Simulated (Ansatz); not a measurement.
ScAg4:
```xyz
5
Lattice="-3.3029 3.3029 2.0330 3.3029 -3.3029 2.0330 3.3029 3.3029 -2.0330" Properties=species:S:1:pos:R:3 pbc="T T T"
Sc     0.0000     0.0000     0.0000
Ag     0.6583     1.9846     2.0330
Ag     2.6446     1.3184     0.0000
Ag     1.9846    -0.6583     2.0330
Ag     1.3184     3.9613     0.0000
```

Relaxed with r²SCAN. Special points in fractions of this cell's reciprocal vectors: Γ (0.000, 0.000, 0.000); X (0.000, 0.000, 0.500); M (-0.500, 0.500, 0.500); Z (0.345, 0.345, -0.345); Z0 (-0.345, 0.655, 0.345); P (0.250, 0.250, 0.250); N (0.000, 0.500, 0.000).

Problem. List the band energies nearest the Fermi level at these points for r²SCAN (plane waves, PAW; program Ansatz).

Solution. In eV from the Fermi level; about four levels below and three above (degenerate sets whole), none deeper than 8.9 eV; points with the same levels are listed once.

| k | below | above |
|---|---|---|
| Γ | -4.30 -4.30 -4.30 -3.71 -3.64 -1.40 | 0.26 1.50 1.65 1.65 |
| X | -3.90 -3.84 -3.68 -3.64 | 0.48 1.05 1.31 |
| M | -3.42 -2.44 -2.44 -2.22 | 1.97 1.97 1.99 |
| Z | -2.01 -1.91 -1.91 -0.50 | 1.65 2.03 2.03 |
| P | -2.46 -2.46 -2.06 -1.64 | 1.39 1.60 1.60 |
| N | -3.36 -2.55 -0.94 -0.42 | 0.98 1.29 1.67 |

Space group I4/m. The workflow started from a Materials Project entry (that database holds measured and hypothetical structures alike); the Crystallography Open Database files this formula in space group No. 87, but the cells were not matched. Whether it is the stable phase at ambient conditions was not checked. The cell was relaxed with r²SCAN under the symmetry of its start; its stability against distortions is not shown here. The run is not spin-polarised. Spin–orbit coupling is left out wherever it is not named.

Potentials: the later of the program's two PAW sets.
